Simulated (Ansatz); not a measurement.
Ca(CdAs)2 (space group P-3m1)

```
CELL_PARAMETERS angstrom
      4.40788     0.00000     0.00000
     -2.20394     3.81733     0.00000
      0.00000     0.00000     7.19731
ATOMIC_POSITIONS crystal
  Ca 0.00000 0.00000 0.00000
  Cd 0.33333 0.66667 0.63374
  Cd 0.66667 0.33333 0.36626
  As 0.33333 0.66667 0.23753
  As 0.66667 0.33333 0.76247
```

Two coordinates are scanned: the volume, and the ratio of the stretch along z (the conventional c axis) to the stretch across it. Atoms keep their fractional coordinates.

The numbers are results of r2SCAN (plane waves to 500 eV, PAW, scalar-relativistic; Ansatz, a first-principles code), not measurements. k mesh 9×9×5 (Γ-centred), Fermi-Dirac smearing 0.05 eV. Compression counts positive. As the atoms are clamped, bonds stretch with the cell, which overstates energies and stresses. Ca(CdAs)2 was relaxed with its symmetry unable to fall.

Changes of σzz (GPa) from the point V/V₀ = 1.000, (c/a)/(c/a)₀ = 1.000 when one coordinate moves alone (two changes are said to add if the coupling is within 5 % of the smaller one, nearly so within 20 %):

```csv
point,change
"V/V₀ = 1.000, (c/a)/(c/a)₀ = 0.920",4.59
"V/V₀ = 1.000, (c/a)/(c/a)₀ = 0.947",2.87
"V/V₀ = 1.000, (c/a)/(c/a)₀ = 0.973",1.35
"V/V₀ = 0.920, (c/a)/(c/a)₀ = 1.000",5.68
"V/V₀ = 0.947, (c/a)/(c/a)₀ = 1.000",3.50
"V/V₀ = 0.973, (c/a)/(c/a)₀ = 1.000",1.62
"V/V₀ = 1.027, (c/a)/(c/a)₀ = 1.000",-1.40
"V/V₀ = 1.053, (c/a)/(c/a)₀ = 1.000",-2.62
"V/V₀ = 1.080, (c/a)/(c/a)₀ = 1.000",-3.67
"V/V₀ = 1.000, (c/a)/(c/a)₀ = 1.027",-1.20
"V/V₀ = 1.000, (c/a)/(c/a)₀ = 1.053",-2.27
"V/V₀ = 1.000, (c/a)/(c/a)₀ = 1.080",-3.23
```

**Question.** What is the change at V/V₀ = 1.053, (c/a)/(c/a)₀ = 1.080, where both move, and how far is it from the sum?

**Answer.** The sum of the single changes is -2.62 + (-3.23) = -5.85; the calculation gives -5.38, so the coupling contributes 0.47 (under 20 % of the smaller single change, nearly additive).

**Question.** What is the change at V/V₀ = 0.973, (c/a)/(c/a)₀ = 0.947, where both move, and how far is it from the sum?

**Answer.** The sum of the single changes is 1.62 + (2.87) = 4.49; the calculation gives 4.76, so the coupling contributes 0.27 (under 20 % of the smaller single change, nearly additive).

**Question.** Do the two effects add at V/V₀ = 0.973, (c/a)/(c/a)₀ = 1.080? Give the computed change.

**Answer.** The sum of the single changes is 1.62 + (-3.23) = -1.61; the calculation gives -1.87, so the coupling contributes -0.26 (under 20 % of the smaller single change, nearly additive).

(Under strain, the slope of the energy per volume gives the stress and its curvature an elastic modulus.)
